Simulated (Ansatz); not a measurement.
C:
```cif
data_C10
_chemical_formula_sum 'C10'
_space_group_name_H-M_alt 'Pn-3m :1'
_space_group_IT_number 224
_space_group_name_Hall 'P 4n 2 3 -1n'
_cell_length_a 4.83626
_cell_length_b 4.83626
_cell_length_c 4.83626
_cell_angle_alpha 90.000
_cell_angle_beta 90.000
_cell_angle_gamma 90.000
loop_
_atom_site_label
_atom_site_type_symbol
_atom_site_symmetry_multiplicity
_atom_site_Wyckoff_symbol
_atom_site_fract_x
_atom_site_fract_y
_atom_site_fract_z
_atom_site_occupancy
C1 C 2 a 0.00000 0.00000 0.00000 1
C2 C 8 e 0.17783 0.17783 0.17783 1
```

This is the PBE-relaxed structure.

**Question.** All from the program Ansatz at the PBE level (PAW), unless another level is named. Give the electron effective mass.

**Answer.** 2.3, 2.6, 3.3 mₑ (principal values).

**Question.** And the smallest direct gap on the standard path?

**Answer.** 4.50 eV.

**Question.** And the band gap?

**Answer.** 4.18 eV (indirect).

**Question.** What about the conduction-band minimum?

**Answer.** on the M–Γ line, 58 % of the way from M (12 equivalent valleys).

**Question.** Next, the valence-band maximum?

**Answer.** at R.

The start of the workflow was typed in or built on a structure type; neither database checked (COD, Materials Project) lists it. It is not the phase usual at ambient conditions (space group No. 194, 227). The cell was relaxed with PBE under the symmetry of its start; its stability against distortions is not shown here.

Potentials: the later of the program's two PAW sets.
